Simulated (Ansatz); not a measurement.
Sheets of one type (M2XT2 MXene (fcc sites)-type), plane-wave PAW PBE (Ansatz code); HSE06 gaps on those cells.

```tsv
layer	a (Å)	thickness (Å)
V2CF2	(withheld)	(withheld)
Ti2CF2	3.055	4.78
Zr2CF2	3.303	5.13
Y2CF2	3.574	5.09
Cr2CF2	3.039	4.42
```

Question: Complete the blanks.

Answer: 
- V2CF2, a (Å): 2.986
- V2CF2, thickness (Å): 4.60

Spin orders computed, not proven ground states: Cr2CF2, M2XT2 MXene (fcc sites)-type layer antiferromagnetic. Began spin-polarised and lost the moments: V2CF2, M2XT2 MXene (fcc sites)-type layer. All cells were relaxed under the symmetry of their starts (and spin orders); stability against distortions was not tested throughout. Rows with no word on spin ran without spin polarisation. No Hubbard U is applied. Scalar-relativistic: spin–orbit coupling is off unless named, which matters more the heavier the elements. Constructed layers (a layer type filled with these elements): V2CF2, M2XT2 MXene (fcc sites)-type layer; Ti2CF2, M2XT2 MXene (fcc sites)-type layer; Zr2CF2, M2XT2 MXene (fcc sites)-type layer; Y2CF2, M2XT2 MXene (fcc sites)-type layer; Cr2CF2, M2XT2 MXene (fcc sites)-type layer.

Potentials: the later of the program's two PAW sets.
